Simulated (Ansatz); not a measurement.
# Kick test of a cell of Zr3TiC4

It was reached by relaxing an invented guess, and it needn't be the stable form of this composition.

The calculation used DFT PBE, scalar-relativistic, plane waves, PAW (Ansatz 0.2.0). Plane waves to 420 eV, a k mesh through Γ of 12×12×4 on the computed 8-atom cell and Gaussian smearing (0.10 eV); no spin polarisation.

The cell below (8 atoms, space group P4/mmm (No. 123)) is relaxed within its symmetry.

```xyz
8
Lattice="3.2796 0.0000 0.0000 0.0000 3.2796 0.0000 0.0000 0.0000 9.2330" Properties=species:S:1:pos:R:3 pbc="T T T"
Zr    0.0000    0.0000    2.2424
Zr    1.6398    1.6398    4.6165
Zr    0.0000    0.0000    6.9906
Ti    1.6398    1.6398    0.0000
C     0.0000    0.0000    0.0000
C     1.6398    1.6398    2.2192
C     0.0000    0.0000    4.6165
C     1.6398    1.6398    7.0138
```

For the test it was strained at random (σ = 1.5 % a component), the atoms were moved at random (σ = 0.10 Å), and all was relaxed again on a coarse 6×6×4 mesh (in the run’s order of axes) with 0.20 eV smearing, with no symmetry imposed.

Question: Does it come back?

Answer: It returns, within 1 meV/atom of the unmoved cell on that mesh and with the same symmetry when read at 0.1 Å. So it is stable against the distortions that fit this cell and that this random move excites. Modes that don't fit the cell aren't tested.
